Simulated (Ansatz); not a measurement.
## What a trial cell of Ti7W relaxes into

Computed with DFT PBE, scalar-relativistic, plane waves, PAW in Ansatz 0.2.0. Cutoff 420 eV, Gaussian smearing, Γ-centred meshes. Cell and atoms relax first on a coarse mesh and then on a finer one. In between, the cell is made exact in the group found at 0.06 Å. In metals the finer mesh still leaves noise of several meV/atom or more. The steps can't lower the symmetry of their start. Collinear spin is switched on along the way, since trial moments persisted in a coarse test.

Recipe of this trial structure of Ti7W: random cell by space group and Wyckoff sites (Fm-3m, No. 225). The dimensions are guesses.

```xyz
8
Lattice="0.0000 4.0778 4.0778 4.0778 0.0000 4.0778 4.0778 4.0778 0.0000" Properties=species:S:1:pos:R:3 pbc="T T T"
Ti    0.0000    0.0000    0.0000
Ti    6.1248    4.0778    4.0778
Ti    2.0308    4.0778    4.0778
Ti    4.0778    6.1248    4.0778
Ti    4.0778    2.0308    4.0778
Ti    4.0778    4.0778    6.1248
Ti    4.0778    4.0778    2.0308
W     4.0778    4.0778    4.0778
```

Formation energies are uncorrected and refer to the elements' standard structures at the same level.

Question: What does it relax into?

Answer: The symmetry stays Fm-3m (No. 225). The volume per atom grows by 63.8 %, from 17.0 to 27.8 Å³. The shortest distance goes from 2.03 Å (Ti–Ti) to 2.37 Å (Ti–Ti). The energy falls by about 1.4 eV/atom (the start's value is from the coarse mesh). Conventional cell: a = 9.614 Å. Ti on a site of symmetry m-3m is surrounded by 6 Ti at 2.37 Å; around Ti on a site of symmetry 4mm lie 1 Ti at 2.37 Å, 1 W at 2.43 Å and 8 Ti at 3.36–3.44 Å; W is surrounded by 6 Ti at 2.43 Å.

```
Ti W
1.0
     0.00000    4.80717    4.80717
     4.80717    0.00000    4.80717
     4.80717    4.80717    0.00000
Ti W
7 1
Direct
  0.00000 0.00000 0.00000
  0.24680 0.75320 0.75320
  0.75320 0.24680 0.24680
  0.75320 0.24680 0.75320
  0.24680 0.75320 0.24680
  0.75320 0.75320 0.24680
  0.24680 0.24680 0.75320
  0.50000 0.50000 0.50000
```

Question: Give its energy and gap.

Answer: The formation energy is +1.58 eV/atom. The gap on the 8×8×8 mesh of the 8-atom cell is 0 eV (a metal). The net moment per atom is 0.73 μB and the moment by site is Ti 0.4, 0.6 (×6); W -0.1 μB.

It can't be a ground state, since the elements alone are lower.

The last run used collinear spin and Gaussian smearing of 0.10 eV. These runs have no spin–orbit coupling, which can matter for W. Another magnetic order may lie lower. A structure relaxed within its symmetry needn't be a true minimum. Site moments count only spheres around the atoms; the net moment includes the space between them.
